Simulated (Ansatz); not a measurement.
TiAl:
```yaml
crystal:
  lattice:
    - [2.84955, 0.00000, 0.00000]
    - [-1.42478, 2.46779, 0.00000]
    - [0.00000, 0.00000, 4.61707]
  atoms:
    - { symbol: Ti, position: [0.00000, 0.00000, 0.00000] }
    - { symbol: Al, position: [0.33333, 0.66667, 0.50000] }
```

Relaxed with PBEsol. Special points in fractions of this cell's reciprocal vectors: Γ (0.000, 0.000, 0.000); M (0.500, 0.000, 0.000); K (0.333, 0.333, 0.000); A (0.000, 0.000, 0.500); L (0.500, 0.000, 0.500); H (0.333, 0.333, 0.500).

Problem. List the band energies nearest the Fermi level at these points for PBEsol in the plane-wave PAW code Ansatz.

Solution. In eV from the Fermi level; about four levels below and three above (degenerate sets whole), none deeper than 8.9 eV; points with the same levels are listed once.

```
k                    below                above
-  -----------------------  -------------------
Γ              -2.30 -1.77  1.31 1.31 2.84 2.84
M  -3.76 -2.82 -1.58 -1.01       2.14 4.08 4.22
K  -1.73 -1.69 -0.56 -0.03       2.00 2.90 4.26
A        -8.07 -5.30 -0.41  1.32 1.32 2.76 2.76
L        -3.72 -2.40 -1.87       0.57 0.99 1.93
H  -2.06 -1.97 -0.67 -0.63       0.01 1.28 3.40
```

Space group P-6m2. The first step of the workflow began from a Materials Project structure, measured or hypothetical; the Crystallography Open Database copy checked does not list it. With Ti and Al taken as one species the cell has the higher symmetry P6_3/mmc, so it may be an ordered model of a mixed-site phase. It is not the phase usual at ambient conditions (space group No. 123). Symmetry was held in the PBEsol relaxation; of distortions, only those at the zone centre were tested. The run is not spin-polarised.

Potentials: the later of the program's two PAW sets.
